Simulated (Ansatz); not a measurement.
Below is a relaxed structure of K₂Ge. The cell was found from a structure generator's guess, not taken from experiment.

Theory: DFT PBE, scalar-relativistic, plane waves, PAW (Ansatz 0.2.0). Cutoff 420 eV, Γ-centred mesh, Gaussian smearing, no spin polarisation.

```
K Ge
1.0
     6.10928    0.00000    0.00000
     0.00000    6.10928    0.00000
     0.00000    0.00000    3.50882
K Ge
2 1
Direct
  0.00000 0.50000 0.50000
  0.50000 0.00000 0.50000
  0.50000 0.50000 0.00000
```

Energies over the elements count from the elements' standard structures at the same level, with no fitted energy shifts.

(1) Find its symmetry and describe it.

(2) How far does it lie from the elements in energy?

(3) Is it a metal?

## Answers

(1) P4/mmm (No. 123). Conventional cell: a = 6.109 Å, c = 3.509 Å. K is surrounded by 2 K at 3.51 Å, 4 Ge at 3.52 Å and 4 K at 4.32 Å; Ge has 2 Ge at 3.51 Å and 8 K at 3.52 Å.

(2) +0.18 eV/atom. A positive value: parting into the elements would lower its energy.

(3) Yes, bands cross the Fermi level on the 8×8×14 mesh.

The last run used an 8×8×14 mesh (in the run's order of axes) for its 3-atom cell and Gaussian smearing of 0.10 eV. The cell is a metal run without spin; a magnetic state may lie lower. A structure relaxed within its symmetry needn't be a true minimum. Another cell of K2Ge relaxed alike, in I4/mcm, lies 108 meV/atom lower, so this cell isn't the stable form at this level.
